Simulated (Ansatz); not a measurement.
YOF (space group R-3m)

```xyz
6
Lattice="1.8688 1.0790 6.1912 -1.8688 1.0790 6.1912 0.0000 -2.1579 6.1912" Properties=species:S:1:pos:R:3 pbc="T T T"
Y      0.0000     0.0000    13.7778
Y      0.0000     0.0000     4.7957
O      0.0000     0.0000    11.5378
O      0.0000     0.0000     7.0356
F      0.0000     0.0000     2.4223
F      0.0000     0.0000    16.1512
```

The slice is a (0001) plane (indices of the conventional cell) through the point (0.870, 0.870, 0.870) (fractional), spanned by u = [1 0 -1] and v = [-1 2 -1] in vectors of this cell: u (3.74 Å) and v (6.47 Å, at 90° to u). It covers one period; positions are fractions (u, v).

Method: LDA (plane waves to 420 eV, PAW, scalar-relativistic; Ansatz, an electronic-structure program). k mesh 10×10×10. These are valence fields of a PAW run, semicore shells included where kept as valence: close to a nucleus they are smooth pseudo fields. YOF is run without spin polarisation. YOF was relaxed with its symmetry unable to fall.

Three fields on this plane, each scaled to ten steps between its own extremes (0 low, 9 high; the total valence density on a logarithmic scale, the potential cut 8 eV below its top; x marks points blanked near nuclei; v = 0 in the bottom row):

Map A
```
|xxx7300037xx|
|xxx5100015xx|
|875200000257|
|543000000034|
|764100000146|
|986322222368|
|996457775469|
|8756xxxxx657|
|4448xxxxx844|
|1148xxxxx841|
|0037xxxxx730|
|0015xxxxx510|
|000257875200|
|000034543000|
|000146764100|
|222368986322|
|775469996457|
|xxx6578756xx|
|xxx8444448xx|
|xxx8411148xx|
```

Map B
```
|xxx8100018xx|
|xxx3000003xx|
|652000100025|
|000000100000|
|210000000001|
|541000100014|
|641027972014|
|3201xxxxx102|
|0006xxxxx600|
|0019xxxxx910|
|0018xxxxx810|
|0003xxxxx300|
|100025652000|
|100000000000|
|000001210000|
|100014541000|
|972014641027|
|xxx1023201xx|
|xxx6000006xx|
|xxx9100019xx|
```

Map C
```
|xxx8877788xx|
|xxx9999999xx|
|567899999876|
|234689998643|
|001479997410|
|000368986300|
|000368886300|
|0004xxxxx400|
|0135xxxxx531|
|4566xxxxx665|
|7788xxxxx887|
|9999xxxxx999|
|999876567899|
|998643234689|
|997410001479|
|986300000368|
|886300000368|
|xxx4000004xx|
|xxx5310135xx|
|xxx6654566xx|
```

Problem. Assign the maps to these fields: electron localisation function (ELF); valence electron density; electrostatic potential energy of an electron, from the cell's mean.

Solution. A is the valence electron density; B is the electron localisation function (ELF); C is the electrostatic potential energy of an electron, from the cell's mean.
